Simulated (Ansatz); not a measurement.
NaCl:
```xyz
2
Lattice="3.4607 0.0000 0.0000 0.0000 3.4607 0.0000 0.0000 0.0000 3.4607" Properties=species:S:1:pos:R:3 pbc="T T T"
Na     0.0000     0.0000     0.0000
Cl     1.7303     1.7303     1.7303
```

x, y and z are the axes in which the lattice vectors are written.

### Question
Give the high-frequency dielectric tensor and the Born effective charge tensors of the independent atoms from DFPT, plane-wave PAW r²SCAN (Ansatz code).

### Answer

ε∞:
```
2.58  0.00  0.00
0.00  2.58  0.00
0.00  0.00  2.58
```
Z* of atom 1 (Na), rows: field, columns: displacement, in e:
```
1.16  0.00  0.00
0.00  1.16  0.00
0.00  0.00  1.16
```
Z* of atom 2 (Cl), rows: field, columns: displacement, in e:
```
-1.16   0.00   0.00
 0.00  -1.16   0.00
 0.00   0.00  -1.16
```

Static charges for comparison (Bader): Na1 +0.89, Cl2 -0.89 e. Born charges measure polarisation by displacement and can exceed these by far.

Space group Pm-3m (CsCl type). This is a known high-pressure phase of the composition, computed here at zero pressure and temperature. The cell was relaxed with r²SCAN under the symmetry of its start. At this level the phase is dynamically unstable (imaginary phonons).

Potentials: the later of the program's two PAW sets.
